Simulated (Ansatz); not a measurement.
Te$_{2}$W in space group Pnnm (No. 58; W on 2a, Te on 4g) at seven volumes, plane-wave PAW PBE (Ansatz code), shape and atoms relaxed at each. One row is withheld.

```
V (Å³/atom)  P (GPa)
-----------  -------
22.188         10.71
22.920          6.46
23.651          2.93
24.383          0.00
25.114         -2.42
25.846             ?
26.577         -5.97
```

Problem. Fit the shown pressures and predict the withheld one.

Solution. P = (3/2)B₀(x^(7/2) − x^(5/2))[1 + (3/4)(B′ − 4)(x − 1)] with x = (V₀/V)^(2/3). Least squares on the six rows gives V₀ = 24.384 Å³/atom, B₀ = 87.9 GPa, B′ = 5.45. At V = 25.846, x = 0.9619 and P = -4.37 GPa. The run itself gave -4.40 GPa.

A made-up cell: these elements were put on the sites of a structure type; neither database checked (COD, Materials Project) lists it. COD files the formula under space group No. 31, so this cell is another polymorph or a model. Whether it is the stable phase at ambient conditions was not checked. Symmetry was held in the PBE relaxation; whether a distortion lowers the energy is not shown. The run is not spin-polarised. Scalar-relativistic: spin–orbit coupling is off unless named, which matters more the heavier the elements.

Potentials: the later of the program's two PAW sets.
